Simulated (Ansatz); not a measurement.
# Band table of Mg (hcp type)

```
CELL_PARAMETERS angstrom
3.18877 0.00000 0.00000
-1.59439 2.76156 0.00000
0.00000 0.00000 5.11371
ATOMIC_POSITIONS crystal
Mg 0.33333 0.66667 0.25000
Mg 0.66667 0.33333 0.75000
```

The base cell comes from a relaxation on PAW files under the same functional.

Level of theory: DFT with PBEsol, scalar-relativistic, in Ansatz 0.2.0; a Γ-centred 15×15×8 k mesh, Fermi–Dirac smearing of 0.1 eV, no spin polarisation. LAPW: all electrons, basis error target 1 meV/atom.

Path points, in fractions of the reciprocal vectors: Γ (0.000, 0.000, 0.000), M (0.500, 0.000, 0.000), K (0.333, 0.333, 0.000), A (0.000, 0.000, 0.500), L (0.500, 0.000, 0.500), H (0.333, 0.333, 0.500). Levels in eV from the Fermi level; bands 9 to 12, counted from the lowest band of the run. The gap is zero, the pressure 0.00 GPa.

```
# k(1/Å) point b9 b10 b11 b12
0.000 Γ -7.01 -1.64 -1.12 10.91
0.163 - -6.91 -1.55 -1.02 9.01
0.325 - -6.61 -1.28 -0.73 6.82
0.488 - -6.10 -0.82 -0.26 4.74
0.650 - -5.41 -0.18 0.34 2.87
0.813 - -4.52 0.51 0.65 1.77
0.975 - -3.44 -0.80 1.66 2.48
1.138 M -2.20 -2.19 2.70 3.05
1.231 - -2.17 -2.16 2.73 3.08
1.325 - -2.08 -2.06 2.82 3.18
1.419 - -1.92 -1.90 2.90 2.97
1.513 - -1.70 -1.67 2.06 3.18
1.607 - -1.42 -1.39 1.15 3.45
1.701 - -1.07 -1.04 0.23 3.78
1.794 K -0.68 -0.64 -0.64 4.18
1.982 - -2.29 0.29 0.33 2.76
2.170 - -3.70 1.11 1.42 1.58
2.357 - -4.88 0.31 0.78 3.07
2.545 - -5.80 -0.54 0.01 4.81
2.733 - -6.47 -1.16 -0.61 6.77
2.920 - -6.88 -1.52 -0.99 8.92
3.108 Γ -7.01 -1.64 -1.12 10.91
3.196 - -6.98 -2.18 -0.53 10.93
3.284 - -6.89 -2.87 0.30 10.98
3.371 - -6.75 -3.51 1.20 9.91
3.459 - -6.54 -4.11 2.15 8.74
3.547 - -6.28 -4.65 3.15 7.56
3.635 - -5.95 -5.14 4.19 6.40
3.722 A -5.58 -5.58 5.28 5.28
3.885 - -5.48 -5.48 5.36 5.36
4.047 - -5.18 -5.18 5.57 5.57
4.210 - -4.68 -4.68 5.52 5.52
4.372 - -4.00 -4.00 3.94 3.94
4.535 - -3.13 -3.13 2.23 2.23
4.697 - -2.08 -2.08 0.67 0.67
4.860 L -1.13 -1.13 -0.46 -0.46
4.954 - -1.10 -1.10 -0.43 -0.43
5.048 - -1.01 -1.01 -0.33 -0.33
5.141 - -0.86 -0.86 -0.17 -0.17
5.235 - -0.65 -0.65 0.05 0.05
5.329 - -0.38 -0.38 0.31 0.31
5.423 - -0.07 -0.07 0.57 0.57
5.517 H 0.17 0.17 0.65 0.65
5.704 - -0.97 -0.97 1.40 1.40
5.892 - -2.33 -2.33 2.61 2.61
6.080 - -3.48 -3.48 4.09 4.09
6.267 - -4.39 -4.39 5.76 5.76
6.455 - -5.05 -5.05 5.66 5.66
6.643 - -5.44 -5.44 5.38 5.38
6.830 A -5.58 -5.58 5.28 5.28
```
